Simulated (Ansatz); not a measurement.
InSe:
```xyz
4
Lattice="3.9519 0.0000 0.0000 -1.9760 3.4225 0.0000 0.0000 0.0000 37.0000" Properties=species:S:1:pos:R:3 pbc="T T F"
Se     0.0000     0.0000    21.1442
Se     0.0000     0.0000    15.8558
In     0.0000     2.2816    17.1312
In     0.0000     2.2816    19.8688
```
Free-standing layer in the xy plane with vacuum along z and no interaction between images.

Relaxed with LDA.

### Question
Tabulate the total density of states from plane-wave PAW LDA (Ansatz code).

### Answer
States/eV per cell of 4 atoms, means over 0.25 eV bins, energy of the bin centre from the valence-band maximum.

```
E (eV)  total
------  -----
-7.85    0.00
-7.60    0.00
-7.35    0.00
-7.10    0.00
-6.85    0.00
-6.60    0.00
-6.35    0.00
-6.10    0.00
-5.85    0.49
-5.60    4.13
-5.35    3.38
-5.10    0.20
-4.85    2.63
-4.60    1.24
-4.35    0.82
-4.10    0.65
-3.85    0.58
-3.60    0.57
-3.35    0.74
-3.10    1.19
-2.85    2.40
-2.60    3.77
-2.35    1.55
-2.10    2.75
-1.85    5.15
-1.60    4.46
-1.35    5.63
-1.10    2.83
-0.85    3.62
-0.60    2.66
-0.35    1.71
-0.10    2.85
0.15     0.00
0.40     0.00
0.65     0.00
0.90     0.00
1.15     0.00
1.40     0.00
1.65     0.02
1.90     0.13
2.15     0.17
2.40     1.90
2.65     4.06
2.90     3.88
3.15     4.18
3.40     0.93
3.65     0.67
3.90     0.05
4.15     2.06
4.40     3.05
4.65     3.72
4.90     3.08
5.15     5.13
5.40     4.52
5.65     1.25
5.90     1.15
```

Space group P-6m2 (GaSe-type). A layer that has been made, often on a substrate. The LDA relaxation kept the symmetry of its start; whether a distortion lowers the energy is not shown. Spin–orbit coupling is left out wherever it is not named.

Potentials: the later of the program's two PAW sets.
